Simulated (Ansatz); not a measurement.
Consider the following.

TaGe:
```cif
data_Ge3Ta3
_chemical_formula_sum 'Ta3 Ge3'
_space_group_name_H-M_alt 'P 1'
_space_group_IT_number 1
_cell_length_a 5.61542
_cell_length_b 5.61542
_cell_length_c 4.39857
_cell_angle_alpha 90.000
_cell_angle_beta 90.000
_cell_angle_gamma 120.000
loop_
_space_group_symop_operation_xyz
  'x, y, z'
loop_
_atom_site_label
_atom_site_type_symbol
_atom_site_fract_x
_atom_site_fract_y
_atom_site_fract_z
_atom_site_occupancy
Ta1 Ta 0.50000 0.00000 0.00000 1
Ta2 Ta 0.50000 0.50000 0.00000 1
Ta3 Ta 0.00000 0.50000 0.00000 1
Ge1 Ge 0.00000 0.00000 0.00000 1
Ge2 Ge 0.33333 0.66667 0.50000 1
Ge3 Ge 0.66667 0.33333 0.50000 1
```

This is the PBE-relaxed structure.

**Question.** All from PBE (plane waves, PAW; program Ansatz), unless another level is named. Give the electronic character.

**Answer.** metallic (no gap).

**Question.** Predict the density of states at the Fermi level.

**Answer.** 0.39 states/eV per atom (mean over ±0.08 eV).

**Question.** And the formation energy from the elements (no fitted shifts)?

**Answer.** -0.039 eV/atom.

Space group P6/mmm. The cell is a constructed one: a structure type filled with these elements; neither database checked (COD, Materials Project) lists it. Whether it is the stable phase at ambient conditions was not checked. The PBE relaxation kept the symmetry of its start; its stability against distortions is not shown here. The run is not spin-polarised. The references are the lowest solids computed at this level, not always the standard phases. Scalar-relativistic: spin–orbit coupling is off unless named, which matters more the heavier the elements.

Potentials: the later of the program's two PAW sets.
